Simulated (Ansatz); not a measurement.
Compressing PbO2: a fit and a missing row

PbO2, Fm-3m, a = 5.328 Å. The structure is a COD entry; whether it is the stable form wasn't checked. Ansatz: PBEsol, PAW, 420 eV, Γ-centred 14×14×14 mesh on 3 atoms, Gaussian smearing 0.10 eV; no spin polarisation. Symmetry fixes shape and atoms, so the cell is only scaled; pressure is positive in compression.

```tsv
V (Å³/atom)	P (GPa)
11.095	26.97
11.473	?
11.851	11.04
12.229	5.03
12.607	0.01
12.986	-4.16
13.364	-7.65
13.868	-11.44
```

Q: Take V0 = 12.607 Å³/atom, count pressures from its P0 = 0.01 GPa, fit the third-order Birch–Murnaghan form to the other rows, and predict the missing pressure.

A: With the Eulerian strain f = ½[(V0/V)^(2/3) − 1] and y = (P − P0)/[3f(1 + 2f)^(5/2)], the form is the line y = B0 + 1.5 B0 (B0′ − 4) f. Rows (f, y): 0.04445, 163.4; 0.02104, 157.6; 0.01025, 155.2; -0.00978, 149.3; -0.01906, 147.6; -0.03079, 145.3. Means f = 0.002685, y = 153.07; Σ(Δf)² = 0.003887, ΣΔfΔy = 0.9567; the slope is their ratio. y = 152.4 + 246.1 f GPa, so B0 = 152.4 GPa and B0′ = 4 + 2 × (246.1)/(3 × 152.4) = 5.08. At V = 11.473, f = 0.03243, y = 160.38 and P = 18.27 GPa. The run gave 18.26 GPa, so the fit is 0.01 GPa too high, within the rms miss on the fitted rows (0.02 GPa).

Spin–orbit coupling is left out, which can shift energies with elements as heavy as these.

Cost: 8 runs of about 0.78 core-minutes in all, on Arm Neoverse V1 (shared hosts).